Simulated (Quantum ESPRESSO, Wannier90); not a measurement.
# TiN (rock salt): Wannier90 run

```
CELL_PARAMETERS angstrom
      0.00000     2.12062     2.12062
      2.12062     0.00000     2.12062
      2.12062     2.12062     0.00000
ATOMIC_POSITIONS crystal
  Ti 0.00000 0.00000 0.00000
  N  0.50000 0.50000 0.50000
```

Cell from Materials Project (mp-492), symmetrised, no further relaxation. COD (Crystallography Open Database) has an entry of this formula and space group (matched by these alone). Computed values, not measurements, from PBEsol: Quantum ESPRESSO (norm-conserving PseudoDojo potentials, cutoff 68 Ry, no spin polarisation, no spin-orbit coupling) on a Γ-centred 12×12×12 mesh, then Wannier90. Density: 12×12×12 mesh, cold smearing 0.01 Ry. A non-magnetic state is assumed, with no Hubbard U on the 3d ions.

The plane-wave run has 22 bands and 17 electrons a cell. On the energy scale of pw.x, whose zero is arbitrary, the Fermi level lies at 17.00 eV.

Isolated groups of bands, relative to the Fermi level (bands from 6 on overlap up to the last one computed):

| bands | from (eV) | to (eV) | filling | weight on atomic waves |
|---|---|---|---|---|
| 1 | -57.56 | -57.43 | filled | Ti 3s 96 % |
| 2–4 | -34.32 | -33.66 | filled | Ti 3p 98 % |
| 5 | -17.01 | -14.50 | filled | N 2s 73 %, Ti 3d 12 %, Ti 4s 11 % |

Input w.win, without the blocks of cell, atoms and k-points (1728 lines):

```
num_bands = 17
num_wann = 8
exclude_bands = 1-5
num_iter = 800
conv_tol = 1.0e-6
conv_window = 4
dis_num_iter = 1000
dis_conv_tol = 1.0e-6
dis_froz_max = 22.50
write_hr = true
write_u_matrices = true
begin projections
Ti: d
N: p
end projections
mp_grid = 12 12 12
```

wannier90.x stops with:
```
dis_windows: More states in the frozen window than target WFs
```
At some k-point more bands lie below dis_froz_max than there are Wannier functions, and every frozen state has to fit into the subspace. Mended as below, all else unchanged, the run goes through (Ω_I = 6.8 Å²) and follows the plane-wave bands to 1.0 meV rms (states up to 1.0 eV relative to the Fermi level).
```
dis_froz_max = 18.50
```
